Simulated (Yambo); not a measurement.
Yambo run on BaPdS2 (space group Cmcm, No. 63). The wavefunctions are norm-conserving PBEsol (Quantum ESPRESSO, 82 Ry, without SOC) ones on a 2×2×2 mesh (40 occupied bands); a = b = 6.388 Å, c = 5.659 Å, α = β = 90.00°, γ = 115.33°.

Yambo input:

```
rim_cut
gw0
dyson
el_el_corr
HF_and_locXC
ppa
em1d
RandQpts= 1000000
RandGvec= 1 Ry
EXXRLvcs= 82 Ry
VXCRLvcs= 328 Ry
Chimod= "HARTREE"
% BndsRnXp
 9 | 198 |
%
NGsBlkXp= 7 Ry
% LongDrXp
 1.0 | 1.0 | 1.0 |
%
PPAPntXp= 27.2114 eV
% GbndRnge
 1 | 198 |
%
GTermKind= "BG"
DysSolver= "n"
ExtendOut
% QPkrange
 1 | 1 | 40 | 41 |
%
```

k points by index: 1 = Γ.

Resulting energies as the program prints them:

```
#    K-point    Band    Eo [eV]    E [eV]    E-Eo [eV]    Vxc [eV]    Vnlxc [eV]    Sc|Eo [eV]    Sc|E [eV]    dSc/dw|Eo [eV]    Re(Z)    Im(Z)
#
    1    40    0.000000    -0.104508    -0.104508    -21.87148    -26.21269    4.204281    4.236702    -8.428833    0.763498    -0.001702
    1    41    0.246747    0.696247    0.449500    -15.93042    -13.42981    -1.925871    -2.051112    -7.580588    0.782114    -0.001542
```
(The two width columns are left out.) Convergence of these settings isn't established.

Geometry of the Materials Project entry, not relaxed at this level.

The structure is a Materials Project entry; no match was found in the copy of COD used, and its stability was not checked.
